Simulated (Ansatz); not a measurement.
Si2W (MoSi2 or CaC2 type), relaxed and computed with several functionals in Ansatz (plane waves, PAW). Much of their spread follows the volume that each gives.

| functional | V (Å³/atom) | B₀ by P(V) fit (GPa) |
|---|---|---|
| PBEsol | 13.36 | ? |
| r²SCAN | 13.41 | 232 |
| LDA | 13.14 | 238 |
| PBE | 13.67 | 217 |

Fit a straight line to ln B₀ against ln V and predict the withheld value.

Least squares on the 3 shown rows: ln B₀ = -2.33 × ln V + (11.481), with a scatter of 1 %. For PBEsol this gives 231. The run itself gave 231, within the scatter.

All cells were relaxed under the symmetry of their starts (and spin orders); stability against distortions was not tested throughout. Rows with no word on spin ran without spin polarisation. Scalar-relativistic: spin–orbit coupling is off unless named, which matters more the heavier the elements.

Potentials: the later of the program's two PAW sets.

Ansatz (a first-principles code) is a plane-wave DFT program.
